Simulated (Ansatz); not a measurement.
C:
```xyz
4
Lattice="2.4588 0.0000 0.0000 -1.2294 2.1294 0.0000 0.0000 0.0000 7.3156" Properties=species:S:1:pos:R:3 pbc="T T T"
C      0.0000     0.0000     1.8289
C      0.0000     0.0000     5.4867
C      0.0000     1.4196     1.8289
C      1.2294     0.7098     5.4867
```

Relaxed with PBEsol.

Task: Which orbitals make up the states near the Fermi level in PBEsol in the plane-wave PAW code Ansatz?

Result: Within 0.5 eV of the Fermi level: C 2p 99 %. Projections are on Löwdin-orthogonalised atomic valence shells; empty p or d shells of many metals are not among them.

Task: Tabulate the density of states.

Result: States/eV per cell of 4 atoms, in 0.25 eV bins, energy from the Fermi level.

| E (eV) | total | C 2p | C 2s |
|---|---|---|---|
| -7.85 | 1.11 | 0.98 | 0.11 |
| -7.60 | 1.22 | 1.10 | 0.11 |
| -7.35 | 1.34 | 1.22 | 0.10 |
| -7.10 | 1.58 | 1.47 | 0.10 |
| -6.85 | 1.71 | 1.61 | 0.09 |
| -6.60 | 1.89 | 1.81 | 0.07 |
| -6.35 | 2.23 | 2.14 | 0.07 |
| -6.10 | 1.64 | 1.58 | 0.05 |
| -5.85 | 1.54 | 1.49 | 0.05 |
| -5.60 | 1.37 | 1.32 | 0.04 |
| -5.35 | 1.35 | 1.31 | 0.04 |
| -5.10 | 1.34 | 1.31 | 0.03 |
| -4.85 | 1.25 | 1.22 | 0.02 |
| -4.60 | 1.20 | 1.18 | 0.02 |
| -4.35 | 1.17 | 1.15 | 0.02 |
| -4.10 | 1.15 | 1.13 | 0.01 |
| -3.85 | 1.12 | 1.11 | 0.01 |
| -3.60 | 1.11 | 1.10 | 0.01 |
| -3.35 | 1.11 | 1.11 | 0.00 |
| -3.10 | 1.04 | 1.04 | 0.00 |
| -2.85 | 0.77 | 0.77 | 0.00 |
| -2.60 | 0.93 | 0.93 | 0.00 |
| -2.35 | 0.96 | 0.96 | 0.00 |
| -2.10 | 0.75 | 0.75 | 0.00 |
| -1.85 | 0.54 | 0.53 | 0.00 |
| -1.60 | 0.42 | 0.42 | 0.00 |
| -1.35 | 0.33 | 0.33 | 0.00 |
| -1.10 | 0.26 | 0.26 | 0.00 |
| -0.85 | 0.19 | 0.19 | 0.00 |
| -0.60 | 0.13 | 0.13 | 0.00 |
| -0.35 | 0.07 | 0.07 | 0.00 |
| -0.10 | 0.01 | 0.01 | 0.00 |
| 0.15 | 0.02 | 0.02 | 0.00 |
| 0.40 | 0.09 | 0.09 | 0.00 |
| 0.65 | 0.16 | 0.16 | 0.00 |
| 0.90 | 0.24 | 0.24 | 0.00 |
| 1.15 | 0.36 | 0.36 | 0.00 |
| 1.40 | 0.70 | 0.68 | 0.00 |
| 1.65 | 1.00 | 0.96 | 0.00 |
| 1.90 | 0.94 | 0.90 | 0.00 |
| 2.15 | 0.74 | 0.71 | 0.00 |
| 2.40 | 0.64 | 0.61 | 0.00 |
| 2.65 | 0.58 | 0.55 | 0.00 |
| 2.90 | 0.54 | 0.52 | 0.00 |
| 3.15 | 0.50 | 0.48 | 0.00 |
| 3.40 | 0.48 | 0.46 | 0.00 |
| 3.65 | 0.52 | 0.44 | 0.00 |
| 3.90 | 0.54 | 0.42 | 0.00 |
| 4.15 | 0.55 | 0.40 | 0.00 |
| 4.40 | 0.56 | 0.39 | 0.00 |
| 4.65 | 0.56 | 0.38 | 0.00 |

Space group P6_3/mmc (graphite). The cell was relaxed with PBEsol under the symmetry of its start. A crystal of weakly bound layers computed without a dispersion correction: the cell and the soft elastic constants depend strongly on that.

Potentials: the later of the program's two PAW sets.
